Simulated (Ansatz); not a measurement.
## SrHfO: rattling a relaxed structure

The structure comes from a generated guess, relaxed at this level; another structure or a mixture of phases may lie lower.

Computed with DFT PBE, scalar-relativistic, plane waves, PAW in Ansatz 0.2.0. Settings: cutoff 420 eV, Γ-centred mesh 12×12×12 on the computed 3-atom cell, Gaussian smearing of 0.10 eV; no spin polarisation.

The cell below (3 atoms, space group P4/mmm (No. 123)) is relaxed within its symmetry.

```cif
data_structure
_symmetry_space_group_name_H-M 'P 1'
_symmetry_Int_Tables_number 1
_cell_length_a 3.8275
_cell_length_b 3.8275
_cell_length_c 4.2266
_cell_angle_alpha 90.000
_cell_angle_beta 90.000
_cell_angle_gamma 90.000
_cell_volume 61.92
loop_
_atom_site_label
_atom_site_type_symbol
_atom_site_fract_x
_atom_site_fract_y
_atom_site_fract_z
_atom_site_occupancy
Sr1 Sr 0.50000 0.50000 0.00000 1
Hf1 Hf 0.00000 0.00000 0.50000 1
O1 O 0.00000 0.00000 0.00000 1
```

For the test a repeat of it with 6 atoms (edges 3.83, 4.23, 7.65 Å) was strained at random (σ = 1.5 % a component), the atoms were moved at random (σ = 0.05 Å), and all was relaxed again on a coarse 6×6×4 mesh (in the run’s order of axes) with 0.20 eV smearing, with no symmetry imposed.

These runs have no spin–orbit coupling, which can matter for Hf.

Task: What happens?

Result: It returns, within 1 meV/atom of the unmoved cell on that mesh and with the same symmetry when read at 0.1 Å (Pmmm at 0.01 Å, so small strains and shifts remain). So it is stable against the distortions that fit this cell and that this random move excites. Modes that don't fit the cell aren't tested.
